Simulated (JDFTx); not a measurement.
System: TiSi2(110) (Cmcm bulk; lattice of mp-1077503, not re-optimised at this level), 1x1 cell of 14 atoms in 14 planes (Si outermost, slab composition Ti4Si10), area 24.91 Å² a face, 7.4 Å between the outermost planes in a cell 23.2 Å high; k mesh 6×4×1, Fermi width 0.01 Ha, no spin polarisation. Whether this polymorph is the ambient one wasn't checked. Neither spin polarisation nor a larger cell was tried.

All numbers are PBE, GBRV ultrasoft potentials, plane waves to 20/100 Ha results from JDFTx (a modified build), not measurements. Liquid on both sides: linear PCM (GLSSA13), water, 1 M NaCl; nuclei fixed, outer atoms relaxed in vacuum. Potentials refer to SHE, placed 4.44 V below the bulk liquid's zero by convention. Ideal, unreconstructed faces without any overlayer.

Predict the potential of zero charge and the surface charge against electrode potential.

The potential of zero charge is 0.27 V vs SHE.

```
U (V vs SHE)  μ (eV)  excess electrons per cell  σ (μC/cm², per face)              run
------------  ------  -------------------------  --------------------  ---------------
-0.91          -3.53                      0.466                 -15.0     fixed charge
-0.65          -3.79                      0.373                 -12.0  fixed potential
-0.45          -3.99                      0.298                  -9.6  fixed potential
-0.25          -4.19                      0.220                  -7.1  fixed potential
0.10           -4.54                      0.076                  -2.4  fixed potential
0.27           -4.71                      0.000                   0.0          neutral
0.95           -5.39                     -0.328                  10.6  fixed potential
```
